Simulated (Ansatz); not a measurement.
LiNbO$_{3}$:
```cif
data_Li2Nb2O6
_chemical_formula_sum 'Li2 Nb2 O6'
_space_group_name_H-M_alt 'P 1'
_space_group_IT_number 1
_cell_length_a 5.54999
_cell_length_b 5.54999
_cell_length_c 5.54999
_cell_angle_alpha 55.747
_cell_angle_beta 55.747
_cell_angle_gamma 55.747
loop_
_space_group_symop_operation_xyz
  'x, y, z'
loop_
_atom_site_label
_atom_site_type_symbol
_atom_site_fract_x
_atom_site_fract_y
_atom_site_fract_z
_atom_site_occupancy
Li1 Li 0.70684 0.70684 0.70684 1
Li2 Li 0.20684 0.20684 0.20684 1
Nb1 Nb 0.98807 0.98807 0.98807 1
Nb2 Nb 0.48807 0.48807 0.48807 1
O1 O 0.63044 0.87799 0.26742 1
O2 O 0.26742 0.63044 0.87799 1
O3 O 0.87799 0.26742 0.63044 1
O4 O 0.13044 0.76742 0.37799 1
O5 O 0.76742 0.37799 0.13044 1
O6 O 0.37799 0.13044 0.76742 1
```

Relaxed with PBE.

**Question.** Give the optical modes at the zone centre with their infrared and Raman activity from DFPT, PBE in the plane-wave PAW code Ansatz.

**Answer.** Transverse frequencies, without the LO–TO term; a row sums one degenerate level.

```csv
ω (cm⁻¹),degeneracy,IR ((D/Å)²/amu),Raman (Å⁴/amu),activity,symmetry
143,2,43.33,150,IR+Raman,E
204,1,0.00,0,silent,A2
218,2,1.73,150,IR+Raman,E
237,1,32.03,180,IR+Raman,A1
252,2,49.84,66,IR+Raman,E
253,1,19.56,610,IR+Raman,A1
281,1,0.00,0,silent,A2
296,2,31.58,200,IR+Raman,E
322,1,0.18,33,IR+Raman,A1
324,2,14.05,29,IR+Raman,E
335,2,1.36,150,IR+Raman,E
382,1,0.00,0,silent,A2
408,2,4.26,190,IR+Raman,E
433,1,0.00,0,silent,A2
558,2,111.29,970,IR+Raman,E
614,1,51.73,3100,IR+Raman,A1
649,2,4.90,12,IR+Raman,E
858,1,0.00,0,silent,A2
```

**Question.** How high does the top mode go among those that the LO–TO term moves?

**Answer.** 831 cm⁻¹ for q along x, 831 cm⁻¹ for q along y, 822 cm⁻¹ for q along z.

Space group R3c. The cell was relaxed with PBE under the symmetry of its start. The run is not spin-polarised.

Potentials: the later of the program's two PAW sets.
